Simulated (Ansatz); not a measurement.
## Cr (P63/mmc): majority and minority states

```xyz
2
Lattice="2.7140 0.0000 0.0000 -1.3570 2.3504 0.0000 0.0000 0.0000 4.4100" Properties=species:S:1:pos:R:3 pbc="T T T"
Cr    0.0000    1.5669    1.1025
Cr    1.3570    0.7835    3.3075
```

The source of the geometry is a structure as deposited in COD; atoms and cell stay fixed.

Functional, mesh and filling: LDA, 12×12×7 k mesh, Fermi–Dirac smearing of 0.03 eV. LAPW is all-electron LAPW in Ansatz 0.2.0. Site moments are integrated in spheres about the atoms. Start moments (μB): Cr1 0.5, Cr2 0.5.

Task: Give the density of states by spin, smoothed by a Gaussian of 0.15 eV.

Result: 
```csv
E − E_F (eV),majority (states/eV/cell),minority (states/eV/cell)
-7.00,0.01,0.00
-6.75,0.03,0.01
-6.50,0.05,0.04
-6.25,0.07,0.06
-6.00,0.09,0.07
-5.75,0.10,0.09
-5.50,0.13,0.10
-5.25,0.14,0.13
-5.00,0.15,0.14
-4.75,0.17,0.15
-4.50,0.20,0.17
-4.25,0.25,0.20
-4.00,0.30,0.24
-3.75,0.42,0.29
-3.50,0.71,0.37
-3.25,0.96,0.60
-3.00,1.19,0.87
-2.75,1.44,1.05
-2.50,1.47,1.28
-2.25,1.33,1.44
-2.00,1.48,1.35
-1.75,1.93,1.33
-1.50,1.84,1.70
-1.25,1.11,1.98
-1.00,1.56,1.37
-0.75,2.43,1.06
-0.50,2.59,1.93
-0.25,2.72,2.47
0.00,2.39,2.54
0.25,1.57,2.68
0.50,1.46,2.06
0.75,1.44,1.41
1.00,1.55,1.42
1.25,1.93,1.41
```
Site moments (μB): Cr1 0.54, Cr2 0.54. Cell moment 1.12 μB.

Löwdin populations of d and f shells (filled inner shells left out):

```tsv
shell	up	down
Cr1 3d	2.85	2.31
Cr2 3d	2.85	2.31
```

This cell lies far from its zero-pressure volume, so the numbers describe the cell as given rather than the relaxed compound. The Ansatz runs typed with the search for lower states off end where their start leads. The magnetic state is the one that this cell and start allow. It needn't be the compound's measured order, which may need a larger cell or be absent.
